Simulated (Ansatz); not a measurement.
## What settings do to one calculation: (110) superlattice of 4 and 10 atomic planes of diamond Si and AlP, in-plane a of AlP, 28 atoms

Ansatz (PAW, plane waves), atoms fixed. The base input:

```yaml
crystal:
  lattice:
    - [2.735000, -2.735000, 0.000000]
    - [0.000000, 0.000000, 5.470000]
    - [-19.079882, -19.079882, 0.000000]
  atoms:
    - { symbol: Al, position: [0.006683, 0.004398, 0.854848] }
    - { symbol: Al, position: [0.988416, 0.002013, 0.567683] }
    - { symbol: Al, position: [0.011971, 0.012495, 0.281580] }
    - { symbol: Al, position: [0.987291, 0.000921, 0.716300] }
    - { symbol: Al, position: [0.998034, 0.993590, 0.427457] }
    - { symbol: Al, position: [0.513923, 0.502299, 0.784612] }
    - { symbol: Al, position: [0.510558, 0.510682, 0.500524] }
    - { symbol: Al, position: [0.479221, 0.503824, 0.930147] }
    - { symbol: Al, position: [0.500985, 0.492501, 0.641324] }
    - { symbol: Al, position: [0.486891, 0.484817, 0.353723] }
    - { symbol: Si, position: [0.005053, 0.997673, 0.998433] }
    - { symbol: Si, position: [0.007458, 0.249837, 0.216128] }
    - { symbol: Si, position: [0.002293, 0.996994, 0.138812] }
    - { symbol: Si, position: [0.994917, 0.248995, 0.071080] }
    - { symbol: Si, position: [0.497687, 0.491632, 0.213382] }
    - { symbol: Si, position: [0.509184, 0.745168, 0.143044] }
    - { symbol: Si, position: [0.507702, 0.494154, 0.071052] }
    - { symbol: Si, position: [0.511663, 0.756751, 0.004280] }
    - { symbol: P, position: [0.008032, 0.249697, 0.785785] }
    - { symbol: P, position: [0.993686, 0.252806, 0.499347] }
    - { symbol: P, position: [0.006204, 0.242584, 0.926589] }
    - { symbol: P, position: [0.004511, 0.247922, 0.640843] }
    - { symbol: P, position: [0.991201, 0.236270, 0.356383] }
    - { symbol: P, position: [0.501706, 0.757335, 0.714236] }
    - { symbol: P, position: [0.511133, 0.741772, 0.428358] }
    - { symbol: P, position: [0.494869, 0.757773, 0.856826] }
    - { symbol: P, position: [0.503879, 0.751907, 0.569796] }
    - { symbol: P, position: [0.500246, 0.751785, 0.285729] }
kpoints:
  mp_grid: { grid: [4, 3, 1] }
hamiltonian:
  xc: pbesol
scf:
  occupations: { method: fermi_dirac, width: 0.01 }
output:
  forces: true
  eigenvalues: true
  stress: true
  populations: true
```

Command:

```sh
ansatz run in.yaml --threads 7 --pin off --max-ram 13300MiB --runs-dir r --events-out ev --progress --plain
```

It converged in 7 iterations and 8.5 s of wall time on 7 threads of a Neoverse-V2 processor, on a host shared with other runs; peak host memory 1.8 GiB; largest force component 2.49 eV/Å, pressure 0.47 GPa. The cutoff was the default, 420 eV. The base isn't a converged reference: it has few k points, and its atoms are unrelaxed. Each run below changes the keys shown and caps the iterations.

```
run                                                             changed     ending  iterations  free energy less the base (meV per atom)  rms change of forces (eV/Å)  change of pressure (GPa)  wall time (s, shared host)
  1                                    dr2_threshold 0.001, max_iter 50  converged           6                                       0.0                        0.000                      0.00                     5.1 CPU
  2  occupations tetrahedron, xc_grid 1 (2 is the default), max_iter 50  converged           8                                       0.0                        0.000                      0.00                     5.8 CPU
  3                 mixing algorithm linear, accuracy high, max_iter 80    refused           –                                         –                            –                         –                           –
  4                                    dr2_threshold 0.001, max_iter 90  converged           6                                       0.0                        0.000                      0.00                     5.1 CPU
  5                                initial_magnetization 2, max_iter 70  converged          15                                       0.0                        0.000                      0.00                      16 CPU
  6                                        max_iter 100, total_charge 6  converged          11                                other zero                        0.471                      4.36                     6.4 CPU
```

«Other zero»: another functional, charge or dispersion term moves the zero of energy, so the difference says nothing of accuracy.

Problem. Which changes leave the result alone, and which of the same physical model moves the forces most?

Solution. The forces move by under 0.002 eV/Å in runs 1, 2, 4, 5. Among the runs with the same functional, charge and dispersion term, none moves them by over 0.01 eV/Å.

Problem. Why did some runs give no result?

Solution. - run 3: YAML parse error: error: line 43 column 24: unknown variant `linear`, expected one of auto, anderson, broyden, msr1
